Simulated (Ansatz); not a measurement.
Cs2S:
```cif
data_Cs4S2
_chemical_formula_sum 'Cs4 S2'
_space_group_name_H-M_alt 'P63/mmc'
_space_group_IT_number 194
_space_group_name_Hall '-P 6c 2c'
_cell_length_a 5.72402
_cell_length_b 5.72402
_cell_length_c 7.64584
_cell_angle_alpha 90.000
_cell_angle_beta 90.000
_cell_angle_gamma 120.000
loop_
_atom_site_label
_atom_site_type_symbol
_atom_site_symmetry_multiplicity
_atom_site_Wyckoff_symbol
_atom_site_fract_x
_atom_site_fract_y
_atom_site_fract_z
_atom_site_occupancy
Cs1 Cs 2 a 0.00000 0.00000 0.00000 1
S1 S 2 c 0.33333 0.66667 0.25000 1
Cs2 Cs 2 d 0.66667 0.33333 0.25000 1
```

Relaxed with PBEsol.

### Question
Tabulate the valence density and the electron localisation function along the shortest S–Cs contact (3.30 Å), PBEsol in the plane-wave PAW code Ansatz.

### Answer


| distance from S (Å) | density (e/Å³) | ELF |
|---|---|---|
| 0.33 | 0.74 | 0.23 |
| 0.50 | 1.09 | 0.64 |
| 0.66 | 1.07 | 0.82 |
| 0.83 | 0.81 | 0.86 |
| 0.99 | 0.53 | 0.84 |
| 1.16 | 0.33 | 0.75 |
| 1.32 | 0.21 | 0.53 |
| 1.49 | 0.15 | 0.23 |
| 1.65 | 0.13 | 0.11 |
| 1.82 | 0.16 | 0.15 |
| 1.98 | 0.25 | 0.41 |
| 2.15 | 0.43 | 0.72 |
| 2.31 | 0.72 | 0.85 |
| 2.48 | 1.02 | 0.85 |
| 2.64 | 1.12 | 0.76 |
| 2.81 | 0.89 | 0.44 |
| 2.97 | 0.45 | 0.08 |

The density is the valence pseudo-density with augmentation charge, so density and ELF within about 1 Å of a nucleus are not all-electron values.

Space group P6_3/mmc. The workflow started from an entry of the Crystallography Open Database (COD), which files this formula under 2 space groups. Its standing as an ambient phase is unchecked. The cell was relaxed with PBEsol under the symmetry of its start; its stability against distortions is not shown here. The volume moved by -31 % from the start of the relaxation. The volume fell by over 15 % from the filed cell, which may lack light atoms or belong to other conditions. Spin–orbit coupling is left out wherever it is not named.

Potentials: the later of the program's two PAW sets.
